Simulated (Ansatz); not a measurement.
TePb2S in space group R-3m (No. 166; Te on 3b, Pb on 6c, S on 3a) at seven volumes, DFT-LDA in the program Ansatz with PAW potentials, shape and atoms relaxed at each. One row is withheld.

```tsv
V (Å³/atom)	P (GPa)
25.903	6.49
26.757	3.97
27.611	?
28.465	0.00
29.319	-1.55
30.173	-2.87
31.027	-3.98
```

Q: Fit the shown pressures and predict the withheld one.

A: P = (3/2)B₀(x^(7/2) − x^(5/2))[1 + (3/4)(B′ − 4)(x − 1)] with x = (V₀/V)^(2/3). Least squares on the six rows gives V₀ = 28.465 Å³/atom, B₀ = 55.9 GPa, B′ = 4.41. At V = 27.611, x = 1.0205 and P = 1.82 GPa. The run itself gave 1.83 GPa.

The workflow started from a Materials Project entry (that database holds measured and hypothetical structures alike); the Crystallography Open Database copy checked does not list it. Whether it is the stable phase at ambient conditions was not checked. The cell was relaxed with LDA under the symmetry of its start; of distortions, only those at the zone centre were tested. Spin–orbit coupling is left out wherever it is not named.

Potentials: the later of the program's two PAW sets.
